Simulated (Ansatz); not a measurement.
**TlCo$_{2}$Se$_{2}$ (I4/mmm): electronic heat capacity from the density of states**

The calculation used DFT PBEsol, scalar-relativistic, plane waves, PAW in Ansatz.

Settings: cutoff 420 eV, Γ-centred mesh 14×14×14 on the computed 5-atom cell, Gaussian smearing of 0.10 eV; collinear spin from starting moments 0 0.81 0.81 0 0 μB.

Relaxed cell: I4/mmm, a = 3.771 Å, b = 3.771 Å, c = 13.250 Å, α = 90.00°, β = 90.00°, γ = 90.00°, 5 atoms in the primitive cell. Whether it is the stable form of this composition wasn't checked.

The density of states at the Fermi level is 3.397 states/eV in the cell of 5 atoms (1 formula unit; both spins, tetrahedra on a 21×21×21 mesh). The run ends with a moment of 1.66 μB a cell (largest on a site 0.73 μB), and the figure is for this state; a paramagnetic sample can have a quite different one. Another magnetic order, if the compound takes it, can change N(E_F) and the shape of the cell a good deal, and may open a gap, where γ is close to zero.

Question: What Sommerfeld coefficient does this give?

Answer: Per formula unit N(E_F) = 3.397 states/eV. γ = (π²/3) k_B² N(E_F) N_A = 2.357 mJ/(mol K²) per state/eV, so γ = 8.0 mJ/(mol K²), a mole of formula units. This is the bare band result: a measured γ of the same phase and magnetic order is as a rule larger by a factor 1 + λ from phonons and spin fluctuations. N(E_F) at one energy is sensitive to the mesh where the density of states has sharp peaks.

Spin-orbit coupling is left out, which matters for the bands of heavy elements. Moments started parallel, and an antiferromagnetic order may lie lower.

Only this magnetic start was tried.

Cost: 1 run of about 8.2 core-minutes, on Arm Neoverse V1 (shared hosts).